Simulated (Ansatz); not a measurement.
**Deforming Hf**

```xyz
1
Lattice="-1.8050 1.8050 1.8050 1.8050 -1.8050 1.8050 1.8050 1.8050 -1.8050" Properties=species:S:1:pos:R:3 pbc="T T T"
Hf    0.0000    0.0000    0.0000
```

Conventional cell: a = 3.610 Å, b = 3.610 Å, c = 3.610 Å, α = 90.00°, β = 90.00°, γ = 90.00°. Hf (atom 1) is surrounded by 8 Hf at 3.13 Å.

The cell comes from COD entry 1522789, which wasn't checked; take it as a given geometry.

No spin–orbit coupling, which matters for the heavy atoms here.

These are results of Ansatz 0.2.0, DFT, PBEsol, PAW with Ansatz's default frozen-core files, scalar-relativistic, not measurements.

Sampling and basis: a Γ-centred 16×16×16 k mesh, Fermi–Dirac smearing of 0.08 eV, cutoff 420 eV, no spin polarisation; the PAW files were made with PBE, and the program remakes their frozen cores for this functional.

The unchanged cell is at -8.91 GPa.

In a metal, stresses and small energies carry noise from the k mesh.

x, y and z are the Cartesian axes of the cell as listed; fractional coordinates follow a strain, and an engineering shear is twice the off-diagonal strain component.

**Question.** One change gave: energy change +0.9 meV/atom; stress change (xx, yy, zz, yz, xz, xy) 0.01, 0.01, 0.01, 0.44, 0.44, 0.44 GPa, compression positive. Which change was it?
A. equal xy, yz and zx engineering shear strains of -1 %
B. equal xy, yz and zx engineering shear strains of -2 %
C. equal xy, yz and zx engineering shear strains of +2 %
D. equal xy, yz and zx engineering shear strains of +1 %

**Answer.** A. For equal xy, yz and zx engineering shear strains of -2 %: energy change +3.5 meV/atom; stress change (xx, yy, zz, yz, xz, xy) 0.05, 0.05, 0.05, 0.85, 0.85, 0.85 GPa, compression positive. For equal xy, yz and zx engineering shear strains of +1 %: energy change +0.9 meV/atom; stress change (xx, yy, zz, yz, xz, xy) 0.01, 0.01, 0.01, -0.45, -0.45, -0.45 GPa, compression positive. For equal xy, yz and zx engineering shear strains of +2 %: energy change +3.6 meV/atom; stress change (xx, yy, zz, yz, xz, xy) 0.05, 0.05, 0.05, -0.91, -0.91, -0.91 GPa, compression positive.
